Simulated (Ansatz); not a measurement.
# Ca$_{3}$GeN (Pm-3m), stationary points along a deformation path

Theory: Ansatz 0.2.0, DFT r2SCAN, scalar-relativistic, plane waves, PAW. The runs took a 500 eV cutoff, a Γ-centred 12×12×12 mesh and Gaussian smearing (0.15 eV). No spin polarisation. Energies are free energies at this smearing, counted from the undisturbed cell; pressure is positive in compression.

Reference structure (as given, not relaxed at this level; it stands at 1.4 GPa, and it needn't be the usual structure):

```
Ca Ge N
1.0
     4.75730    0.00000    0.00000
     0.00000    4.75730    0.00000
     0.00000    0.00000    4.75730
Ca Ge N
3 1 1
Direct
  0.00000 0.50000 0.50000
  0.50000 0.00000 0.50000
  0.50000 0.50000 0.00000
  0.00000 0.00000 0.00000
  0.50000 0.50000 0.50000
```

At fixed volume and fractional coordinates, lengths along (0.000, 0.000, 1.000) are scaled against those across it; ρ is that ratio over its starting value. V = 21.533 Å³/atom. Δσ is the stress along the axis less the mean stress across it (compression positive).

| ρ | ΔE (meV/atom) | Δσ (GPa) | space group |
| --- | --- | --- | --- |
| 0.707 | 572.7 | 42.46 | P4/mmm |
| 0.780 | 268.6 | 26.49 | P4/mmm |
| 0.850 | 109.8 | 15.62 | P4/mmm |
| 1.000 | 0.0 | 0.00 | Pm-3m |
| 1.200 | 129.5 | -16.40 | P4/mmm |
| 1.300 | 274.5 | -24.04 | P4/mmm |
| 1.414 | 486.1 | -32.16 | P4/mmm |

**Question.** How does the stress give the slope of the energy, and where is the energy stationary?

**Answer.** Along the path d ln(length) is 2/3 d ln ρ on the axis and −1/3 d ln ρ across it, so dE/d ln ρ = −(2/3) V Δσ: the energy falls with ρ where Δσ is positive. Δσ vanishes or changes sign at ρ = 1.000 (Pm-3m), a minimum at 0.0 meV/atom. Pairs of stationary points between two samples would go unseen, and could change a minimum read from distant neighbours into a maximum. At ρ = 1.000 the cell is cubic, where symmetry alone makes the stress isotropic and the slope zero.

In a metal these slopes depend on the k mesh and the smearing.

Cost: 7 runs of about 7.2 core-minutes in all, on Oxide Virtual Turin-like Processor (Zen 5) (shared hosts).